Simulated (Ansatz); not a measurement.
Al₂Cu (I4/mcm): electronic heat capacity and spin susceptibility from the density of states

Level of theory: DFT PBE, scalar-relativistic, plane waves, PAW (Ansatz).

Cutoff 420 eV; k points 10×10×10 on the computed 6-atom cell (Γ-centred); Gaussian smearing, width 0.10 eV; no spin polarisation.

Relaxed cell: I4/mcm, a = 6.052 Å, b = 6.052 Å, c = 4.883 Å, α = 90.00°, β = 90.00°, γ = 90.00°, 6 atoms in the primitive cell. Whether it is the stable form of this composition wasn't checked.

The density of states at the Fermi level is 2.074 states/eV in the cell of 6 atoms (2 formula units; both spins, tetrahedra on a 15×15×15 mesh).

Problem. What Sommerfeld coefficient and Pauli susceptibility does this give?

Solution. Per formula unit N(E_F) = 1.037 states/eV. γ = (π²/3) k_B² N(E_F) N_A = 2.357 mJ/(mol K²) per state/eV, so γ = 2.4 mJ/(mol K²), a mole of formula units. χ_P = μ_B² N(E_F) N_A = 3.23×10⁻⁵ emu/mol per state/eV gives 3.4×10⁻⁵ emu/mol. This is the bare band result: a measured γ of the same phase is as a rule larger by a factor 1 + λ from phonons and spin fluctuations, the spin part of χ is larger by the Stoner factor, and a measured χ also holds orbital and core terms. N(E_F) at one energy is sensitive to the mesh where the density of states has sharp peaks.

Cost: 1 run of about 1.9 core-minutes, on Arm Neoverse V2 (shared hosts).